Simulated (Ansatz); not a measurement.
Is this Si2Sb5Se structure a true minimum?

The cell was found from a proposed guess, not taken from experiment.

Computed with Ansatz, DFT PBE, scalar-relativistic, plane waves, PAW. Settings: cutoff 420 eV, Γ-centred mesh 12×12×2 on the computed 8-atom cell, Gaussian smearing of 0.10 eV; no spin polarisation.

The cell below (8 atoms, space group P3m1 (No. 156)) is relaxed within its symmetry.

```
Si Sb Se
1.0
     4.15068    0.00000    0.00000
    -2.07534    3.59459    0.00000
     0.00000    0.00000   16.65731
Si Sb Se
2 5 1
Direct
  0.33333 0.66667 0.09337
  0.33333 0.66667 0.23629
  0.00000 0.00000 0.02288
  0.00000 0.00000 0.72828
  0.33333 0.66667 0.82542
  0.33333 0.66667 0.47653
  0.66667 0.33333 0.57360
  0.00000 0.00000 0.27862
```

For the test it was strained at random (σ = 1.5 % a component), the atoms were moved at random (σ = 0.10 Å), and all was relaxed again on a coarse 6×6×2 mesh (in the run’s order of axes) with 0.20 eV smearing, with no symmetry imposed.

Weakly bound directions are ill-defined at this level, which has no dispersion term. Spin–orbit coupling, which can matter for Sb, is left out. The cell is a metal run without spin; a magnetic state may lie lower.

**Question.** What happens?

**Answer.** It returns, within 2 meV/atom of the unmoved cell on that mesh and with the same symmetry when read at 0.1 Å (P1 at 0.01 Å, so small strains and shifts remain). So it is stable against the distortions that fit this cell and that this random move excites. Modes that don't fit the cell aren't tested.
